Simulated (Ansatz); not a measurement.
Here is the system:

Co$_{2}$SiB$_{2}$:
```cif
data_B2Co2Si
_chemical_formula_sum 'Si1 Co2 B2'
_space_group_name_H-M_alt 'P 1'
_space_group_IT_number 1
_cell_length_a 5.44339
_cell_length_b 5.44339
_cell_length_c 2.73435
_cell_angle_alpha 90.000
_cell_angle_beta 90.000
_cell_angle_gamma 147.939
loop_
_space_group_symop_operation_xyz
  'x, y, z'
loop_
_atom_site_label
_atom_site_type_symbol
_atom_site_fract_x
_atom_site_fract_y
_atom_site_fract_z
_atom_site_occupancy
Si1 Si 0.00000 0.00000 0.00000 1
Co1 Co 0.36389 0.63611 0.50000 1
Co2 Co 0.63611 0.36389 0.50000 1
B1 B 0.20637 0.79363 0.00000 1
B2 B 0.79363 0.20637 0.00000 1
```

This is the PBE-relaxed structure.

All from PBE in the plane-wave PAW code Ansatz, unless another level is named. Give the electronic character.

metallic (no gap).

And the formation energy from the elements (no fitted shifts)?

-0.16 eV/atom.

Predict the density of states at the Fermi level.

0.52 states/eV per atom (mean over ±0.08 eV).

Space group Cmmm. The start of the workflow was typed in or built on a structure type; neither database checked (COD, Materials Project) lists it. Its standing as an ambient phase is unchecked. The PBE relaxation kept the symmetry of its start; whether a distortion lowers the energy is not shown. The workflow began spin-polarised and lost its moments. The references are the lowest solids computed at this level, not always the standard phases.

Potentials: the earlier of the program's two PAW sets.
